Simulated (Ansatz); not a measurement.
**TiRh, first-principles data**

TiRh:
```
CELL_PARAMETERS angstrom
      3.07150     0.00000     0.00000
      0.00000     3.07150     0.00000
      0.00000     0.00000     3.07150
ATOMIC_POSITIONS crystal
  Ti 0.50000 0.50000 0.50000
  Rh 0.00000 0.00000 0.00000
```

Space group Pm-3m (No. 221), CsCl type; conventional cell a = b = c = 3.072 Å, α = β = γ = 90.00°.

Method: PBEsol in the plane-wave PAW code Ansatz. Structure relaxed to zero pressure with the same functional. Other levels are named where they apply.

**Cell and energy**

```json
{
 "volume_per_atom": "14.49 Å³",
 "density": "8.64 g/cm³",
 "Formation energy from the elements (no fitted shifts)": "-0.72 eV/atom"
}
```

**Electronic structure**

```json
{
 "electronic_character": "metallic (no gap)",
 "Density of states at the Fermi level": "1.4 states/eV per atom (mean over ±0.08 eV)",
 "Gap with spin–orbit coupling": "none (metallic)"
}
```

**Mechanics**

```json
{
  "Bulk modulus (Birch–Murnaghan fit)": "206 GPa",
  "Pressure derivative B′": "4.3",
  "Elastic constants (relaxed ions, GPa)": "C11 = 161, C12 = 229, C44 = 65.0",
  "mechanical_stability": "unstable (C has a negative eigenvalue)"
}
```

**Phonons**

```json
{
  "highest_zone_centre_frequency": "191 cm⁻¹",
  "zone_centre_stability": "no imaginary mode at Γ"
}
```

The workflow started from a Materials Project entry (that database holds measured and hypothetical structures alike); the Crystallography Open Database copy checked does not list it. COD files the formula under space group No. 123. Its standing as an ambient phase is unchecked. The cell was relaxed with PBEsol under the symmetry of its start. No spin polarisation was allowed. As this level gives no gap, shear constants depend on the k-mesh and smearing (Fermi–Dirac, 0.1 eV here). As this level gives no gap, phonon frequencies hold no LO–TO term and depend on the k-mesh and smearing (Fermi–Dirac, 0.1 eV here). The references are the lowest solids computed at this level, not always the standard phases. Scalar-relativistic: spin–orbit coupling is off unless named, which matters more the heavier the elements.

Potentials: the later of the program's two PAW sets.
